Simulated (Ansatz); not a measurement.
Here is the system:

YbSi2:
```
CELL_PARAMETERS angstrom
     -2.04110     2.04110     6.76371
      2.04110    -2.04110     6.76371
      2.04110     2.04110    -6.76371
ATOMIC_POSITIONS crystal
  Yb 0.25000 0.75000 0.50000
  Yb 0.50000 0.50000 0.00000
  Si 0.08404 0.08404 0.00000
  Si 0.83404 0.33404 0.50000
  Si 0.66596 0.16596 0.50000
  Si 0.91596 0.91596 0.00000
```

This is the r²SCAN-relaxed structure.

**Question.** All from r²SCAN (plane waves, PAW; program Ansatz), unless another level is named. Predict the electronic character.

**Answer.** metallic (no gap).

**Question.** Predict the density of states at the Fermi level.

**Answer.** 0.38 states/eV per atom (mean over ±0.08 eV).

**Question.** And the gap with spin–orbit coupling?

**Answer.** none (metallic).

Space group I4_1/amd. The first step of the workflow began from a Materials Project structure, measured or hypothetical; the Crystallography Open Database copy checked does not list it. COD files the formula under space group No. 191. Whether it is the stable phase at ambient conditions was not checked. The cell was relaxed with r²SCAN under the symmetry of its start; its stability against distortions is not shown here. No spin polarisation was allowed. The 4f shell is in the valence. No Hubbard U is applied. Scalar-relativistic: spin–orbit coupling is off unless named, which matters more the heavier the elements.

Potentials: the later of the program's two PAW sets.
